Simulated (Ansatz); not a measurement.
Clean, relaxed (110) surface of Ta, space group Im-3m (No. 229) (top face towards +c; atoms held fixed, by place in the list: 1, 2, 3, 4, 5, 6, 7, 8):

```xyz
16
Lattice="5.6897 0.0000 0.0000 -1.8966 5.3643 0.0000 0.0000 0.0000 23.9684" Properties=species:S:1:pos:R:3 pbc="T T T"
Ta    0.9483    1.3411    8.5000
Ta    0.0000    4.0232    8.5000
Ta    3.7931    1.3411    8.5000
Ta    2.8448    4.0232    8.5000
Ta    1.8966    2.6821   10.8228
Ta    2.8448    0.0000   10.8228
Ta   -0.9483    2.6821   10.8228
Ta    0.0000    0.0000   10.8228
Ta    2.8448    4.0232   13.1359
Ta    3.7931    1.3411   13.1359
Ta    0.0000    4.0232   13.1359
Ta    0.9483    1.3411   13.1359
Ta    0.0000    0.0000   15.3817
Ta   -0.9483    2.6821   15.3817
Ta    2.8448    0.0000   15.3817
Ta    1.8966    2.6821   15.3817
```

Theory: DFT PBE+D3(BJ), scalar-relativistic, plane waves, PAW in Ansatz. Settings: cutoff 420 eV, Γ-centred mesh 6×6×1 on the computed 16-atom cell, Gaussian smearing of 0.10 eV; no spin polarisation. The cell repeats along c with a dipole correction in the vacuum.

S (atom) is adsorbed on the top face, one adsorbate per 30.5 Å², and relaxed from 2 starting sites (fractions of a and b). E_ads counts from the clean slab and the free adsorbate (spin-polarised where it has unpaired electrons); negative means bound. Heights count from the highest slab atom after relaxation. Δφ is the top face's. Δp counts per cell along +c. Bonded neighbours lie within 1.25 times the sum of covalent radii (1.35 for H) and, on that scale, within 12 % of the closest. With the adsorbate the cell is lengthened along c to keep the vacuum.

```csv
start,ends at,E_ads (eV),height (Å),shortest contact,Δφ (eV),Δp (e·Å)
"top (Ta) at (0.00, 0.00)","(0.00, 0.00), 1 bonded neighbour (Ta)",-4.87,2.23,S–Ta 2.24 Å,+0.34,-0.061
"hollow (Ta-Ta-Ta) at (0.17, 0.83)","(0.25, 0.75), 2 bonded neighbours (Ta)",-6.93,1.67,S–Ta 2.43 Å,+0.15,-0.028
```

Among the sites tried, the lowest end comes from the hollow (Ta-Ta-Ta) at (0.17, 0.83) start; other sites may lie lower.

Each end is the local minimum or symmetric point that its start leads to. The slab is only 7.0 Å thick, so the energies aren't converged with thickness.

The adsorbed runs have no spin polarisation, so weakly bound open-shell ends lie too high.

Cost: 3 runs of about 100 core-minutes in all, on Arm Neoverse N1 (shared hosts).